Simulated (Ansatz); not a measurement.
SrCu$_{2}$Ge$_{2}$ in space group I4/mmm (No. 139; Sr on 2a, Cu on 4d, Ge on 4e), PBE in the plane-wave PAW code Ansatz, all energies at zero smearing, with the estimated change up to a 700 eV cutoff added, with one set of potentials and settings (totals compare only within such a set). Cell of 5 atoms (1 Sr, 2 Cu, 2 Ge): -25386.418 eV.

```json
[
 {"element": "Sr", "reference phase": "C2/m, 3 atoms in the cell", "E (eV/atom)": "-3544.2201"},
 {"element": "Cu", "reference phase": "Fm-3m, 1 atoms in the cell", "E (eV/atom)": "-6625.1757"},
 {"element": "Ge", "reference phase": "Fd-3m, 2 atoms in the cell", "E (eV/atom)": "-4294.9847"}
]
```

Formation energy per atom, worked out: (-25386.418 − 1×(-3544.2201) − 2×(-6625.1757) − 2×(-4294.9847))/5 = -0.375 eV/atom (-36 kJ per mol of atoms), at 0 K, without zero-point energy or fitted corrections.

The first step of the workflow began from a Materials Project structure, measured or hypothetical; the Crystallography Open Database copy checked does not list it. Whether it is the stable phase at ambient conditions was not checked. The cell was relaxed with PBE under the symmetry of its start; its stability against distortions is not shown here. The run is not spin-polarised. The references are the lowest solids computed at this level, not always the standard phases.

Potentials: the later of the program's two PAW sets.
